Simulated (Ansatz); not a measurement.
InCo3SnS2:
```
CELL_PARAMETERS angstrom
      2.60863     1.50609     4.46333
     -2.60863     1.50609     4.46333
      0.00000    -3.01218     4.46333
ATOMIC_POSITIONS crystal
  In 0.50000 0.50000 0.50000
  Co 0.00000 0.50000 0.50000
  Co 0.50000 0.00000 0.50000
  Co 0.50000 0.50000 0.00000
  Sn 0.00000 0.00000 0.00000
  S  0.22019 0.22019 0.22019
  S  0.77981 0.77981 0.77981
```

Relaxed with PBEsol.

**Question.** Map the valence electron density (e/Å³), cut off at 2 on the plane through (0.500, 0.500, 0.500) spanned by u = [1, 0, 0] and v = [-1, 1, 1] in lattice vectors, from the program Ansatz at the PBEsol level (PAW).

**Answer.** x is the fraction of u, y of v (the angle between them is 87°; rows are the nearest grid lines); atoms in the plane: In at (0.00, 0.00), Co at (0.50, 0.00), Sn at (0.00, 0.50), S at (0.44, 0.72), S at (0.56, 0.28).
```
y \ x   0.000  0.0741  0.185  0.259  0.370  0.444  0.556  0.630  0.741  0.815  0.926   1.00
------  -----  ------  -----  -----  -----  -----  -----  -----  -----  -----  -----  -----
1.00     2.00    2.00  0.535  0.289   2.00   2.00   2.00   2.00  0.289  0.535   2.00   2.00
0.919    2.00    1.96  0.304  0.219  0.539   1.89   2.00  0.609  0.247  0.331   1.68   2.00
0.838   0.239   0.182  0.143  0.255  0.728  0.915  0.562  0.334  0.241  0.240  0.249  0.239
0.757   0.120   0.085  0.156  0.493   1.06  0.562   1.08  0.567  0.313  0.271  0.177  0.120
0.703   0.156   0.109  0.176  0.546   1.04  0.158   1.13  0.600  0.298  0.274  0.213  0.156
0.622   0.723   0.448  0.196  0.296  0.804  0.906  0.549  0.280  0.204  0.290  0.597  0.723
0.541    2.00    2.00  0.374  0.149  0.140  0.149  0.110  0.088  0.151  0.441   2.00   2.00
0.459    2.00    2.00  0.441  0.151  0.088  0.110  0.149  0.140  0.149  0.374   2.00   2.00
0.378   0.723   0.597  0.290  0.204  0.280  0.549  0.906  0.804  0.296  0.196  0.448  0.723
0.297   0.156   0.213  0.274  0.298  0.600   1.13  0.158   1.04  0.546  0.176  0.109  0.156
0.243   0.120   0.177  0.271  0.313  0.567   1.08  0.562   1.06  0.493  0.156  0.085  0.120
0.162   0.239   0.249  0.240  0.241  0.334  0.562  0.915  0.728  0.255  0.143  0.182  0.239
0.0811   2.00    1.68  0.331  0.247  0.609   2.00   1.89  0.539  0.219  0.304   1.96   2.00
0.000    2.00    2.00  0.535  0.289   2.00   2.00   2.00   2.00  0.289  0.535   2.00   2.00
```

The density is the valence pseudo-density with augmentation charge, so density and ELF within about 1 Å of a nucleus are not all-electron values.

Space group R-3m. The first step of the workflow began from a Materials Project structure, measured or hypothetical; the Crystallography Open Database copy checked does not list it. Whether it is the stable phase at ambient conditions was not checked. Symmetry was held in the PBEsol relaxation; whether a distortion lowers the energy is not shown. The run is not spin-polarised. Scalar-relativistic: spin–orbit coupling is off unless named, which matters more the heavier the elements.

Potentials: the later of the program's two PAW sets.
